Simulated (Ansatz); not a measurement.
Ru:
```
CELL_PARAMETERS angstrom
     -1.51569     1.51569     1.51569
      1.51569    -1.51569     1.51569
      1.51569     1.51569    -1.51569
ATOMIC_POSITIONS crystal
  Ru 0.00000 0.00000 0.00000
```

Relaxed with r²SCAN. Special points in fractions of this cell's reciprocal vectors: Γ (0.000, 0.000, 0.000); H (0.500, -0.500, 0.500); N (0.000, 0.000, 0.500); P (0.250, 0.250, 0.250).

Question: List the band energies nearest the Fermi level at these points for r²SCAN in the plane-wave PAW code Ansatz.

Answer: In eV from the Fermi level; about four levels below and three above (degenerate sets whole), none deeper than 8.9 eV; … stands for higher levels left out; points with the same levels are listed once.

```csv
k,below,above
Γ,-8.35 -2.98 -2.98 -2.98,…
H,-6.58 -6.58,…
N,-6.49 -4.82 -0.12,0.40 …
P,-4.01 -4.01 -4.01,…
```

Space group Im-3m (bcc (W type)). The start of the workflow was typed in or built on a structure type; neither database checked (COD, Materials Project) lists it. It is not the phase usual at ambient conditions (space group No. 194). Symmetry was held in the r²SCAN relaxation. At this level the phase is mechanically unstable. The run is not spin-polarised. Scalar-relativistic: spin–orbit coupling is off unless named, which matters more the heavier the elements.

Potentials: the later of the program's two PAW sets.
